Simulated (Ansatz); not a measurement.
ZrB2:
```yaml
crystal:
  lattice:
    - [3.16719, 0.00000, 0.00000]
    - [-1.58360, 2.74287, 0.00000]
    - [0.00000, 0.00000, 3.55159]
  atoms:
    - { symbol: Zr, position: [0.00000, 0.00000, 0.00000] }
    - { symbol: B, position: [0.33333, 0.66667, 0.50000] }
    - { symbol: B, position: [0.66667, 0.33333, 0.50000] }
```

Relaxed with r²SCAN.

Task: Map the electron localisation function on the plane through (0.000, 0.000, 0.000) spanned by u = [0, 0, 1] and v = [1, -1, 0] in lattice vectors, from r²SCAN in the plane-wave PAW code Ansatz.

Result: x is the fraction of u, y of v (the angle between them is 90°; rows are the nearest grid lines); atoms in the plane: Zr at (0.00, 0.00), B at (0.50, 0.33), B at (0.50, 0.67).
```
| :#@%=. ... .=%@#: |
|:=%@%-.......-%@%=:|
|#%@@*:..:::..:*@@%#|
|%#+-..-=+++=-..-+#%|
|--:.:-+*****+-:.:--|
|...:=*#*+++*#*=:...|
|::-+*##+:::+##*+-::|
|==+*#%*-   -*%#*+==|
|=+*#%%*:   :*%%#*+=|
|--=*#%#*=-=*#%#*=--|
|:--+*%%%%%%%%%*+--:|
|::-=*#%@@@@@%#*=-::|
|::-=*#%@@@@@%#*=-::|
|:--+*%%%%%%%%%*+--:|
|--=*#%#*=-=*#%#*=--|
|=+*#%%*:   :*%%#*+=|
|==+*#%*-   -*%#*+==|
|::-+*##+:::+##*+-::|
|...:=*#*+++*#*=:...|
|--:.:-+*****+-:.:--|
|%#+-..-=+++=-..-+#%|
|#%@@*:..:::..:*@@%#|
|:=%@%-.......-%@%=:|
| :#@%=. ... .=%@#: |
```
Scale: ten equal steps from 0.000 (start of ' ') to 0.858 (end of '@'), in the order ' .:-=+*#%@'; x runs from 0.000 to 1.00, y from 0.000 (bottom) to 1.00 (top).

The density is the valence pseudo-density with augmentation charge, so density and ELF within about 1 Å of a nucleus are not all-electron values.

Space group P6/mmm. Symmetry was held in the r²SCAN relaxation; of distortions, only those at the zone centre were tested. The run is not spin-polarised.

Potentials: the later of the program's two PAW sets.
